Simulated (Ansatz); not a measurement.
Relaxation path: bcc Fe (111), 3 layers

DFT, PBE, PAW with Ansatz's default frozen-core files, scalar-relativistic (Ansatz 0.2.0); a Γ-centred 11×11×1 k mesh, Fermi–Dirac smearing of 0.1 eV, spin-polarised from start moments Fe1 2.5, Fe2 2.5, Fe3 2.5 μB. The run relaxes the atoms in the fixed cell.

Command: `ansatz run input.yaml --threads 2 --pin off --max-ram 4096MiB --backend cpu --events-out ev --progress --plain --runs-dir out` It took 66 s on 2 threads of Arm Neoverse V2 (shared host), peak memory 0.58 GiB.

```yaml
crystal:
  lattice:
    - [4.0041382719, 0.0, 0.0]
    - [-2.0020691359, 3.4676854637, 0.0]
    - [0.0, 0.0, 14.6347]
  atoms:
    - { symbol: Fe, position: [0.1666666665, 0.3333333335, 0.4441504574], spin: 2.5 }
    - { symbol: Fe, position: [0.5000000005, 0.9999999995, 0.4999999998], spin: 2.5 }
    - { symbol: Fe, position: [0.8333333335, 0.6666666665, 0.5558495426], spin: 2.5 }
magnetization:
  spin_polarized: true
kpoints:
  mp_grid: { grid: [11, 11, 1] }
scf:
  occupations: { method: fermi_dirac, width: 0.1 }
hamiltonian:
  xc: pbe
  pseudopotentials: { kind: paw }
output:
  forces: true
  stress: true
  eigenvalues: true
relax:
  f_tol: 0.01
  max_steps: 40
efield:
  axis: 3
  amplitude: 0
  dipole_correction: true
```

Each step lists its free energy a cell above the last geometry, and Cartesian positions (Å) with forces (eV/Å).

The first step:

```
step 1  dF = 331.68 meV
  Fe 0.0000 1.1559 6.5000   0.0000 0.0000 1.1639
  Fe 0.0000 3.4677 7.3174   0.0000 0.0000 0.0000
  Fe 2.0021 2.3118 8.1347   0.0000 0.0000 -1.1639
```

The magnetic state is the one reached from the start moments; other orders weren't searched.

Where does the relaxation end, and by which steps?

After 5 geometries, with a shortest distance of 2.356 Å and a cell moment of 7.63 μB. The further steps:
```
step 2  dF = 64.03 meV
  Fe 0.0000 1.1559 6.6680   0.0000 0.0000 0.4169
  Fe 0.0000 3.4677 7.3174   0.0000 0.0000 0.0000
  Fe 2.0021 2.3118 7.9667   0.0000 0.0000 -0.4169
step 3  dF = 20.28 meV
  Fe 0.0000 1.1559 6.7467   0.0000 0.0000 0.1663
  Fe 0.0000 3.4677 7.3174   0.0000 0.0000 0.0000
  Fe 2.0021 2.3118 7.8880   0.0000 0.0000 -0.1663
step 4  dF = 7.97 meV
  Fe 0.0000 1.1559 6.7942   0.0000 0.0000 0.1010
  Fe 0.0000 3.4677 7.3174   0.0000 0.0000 0.0000
  Fe 2.0021 2.3118 7.8405   0.0000 0.0000 -0.1010
step 5  dF = 0.00 meV
  Fe 0.0000 1.1559 6.8629   0.0000 0.0000 -0.0035
  Fe 0.0000 3.4677 7.3174   0.0000 0.0000 0.0000
  Fe 2.0021 2.3118 7.7718   0.0000 0.0000 0.0035
step 6  dF = 0.00 meV  (same geometry, solved once more)
  Fe 0.0000 1.1559 6.8629   0.0000 0.0000 -0.0035
  Fe 0.0000 3.4677 7.3174   0.0000 0.0000 0.0000
  Fe 2.0021 2.3118 7.7718   0.0000 0.0000 0.0035
```
